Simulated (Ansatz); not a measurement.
# MgNiH: how the axes shrink under pressure

MgNiH, P4/mmm, a = 3.067 Å, c = 3.214 Å. The structure is a Materials Project entry; whether it is the stable form wasn't checked. Ansatz: PBEsol, PAW, 420 eV, Γ-centred 14×14×14 mesh on 3 atoms, Gaussian smearing 0.10 eV; no spin polarisation. Cell and atoms are relaxed at each pressure, and no other structure is tried, so the rows at high pressure may lie past a change of phase. y = 100 ln(c/c0) with c0 = 3.2140 Å, so nearly a change in per cent. The pressures are the targets, met within 0.05 GPa.

```
P (GPa) y  100 ln(a/a0)
   -1.0      ?             ?
    0.0   0.00          0.00
    1.0  -0.09         -0.47
    4.0  -0.38         -1.78
   12.0  -0.97         -4.68
   25.0  -1.79         -8.23
   50.0  -3.43        -12.77
   90.0  -5.45        -17.58
```

Problem. Fit y = c1 P + c2 P² to the other rows, give the linear compressibility along c, and predict the missing y.

Solution. Least squares on the rows shown. y = −0.07860 P + 0.0002008 P². The linear compressibility along c is −c1/100 = 0.79 per TPa, against 3.62 along a from the same fit to the last column (its missing entry is 0.52): the crystal is softer along a at low pressure. The runs next to zero pressure give 0.86 and 5.00, so a parabola over the whole range misstates the start. At P = -1.0 the fit asked for gives 0.08. The run gave 0.08, the same to the digits shown.

The mesh isn't the same in all rows (14×14×14, 16×16×14).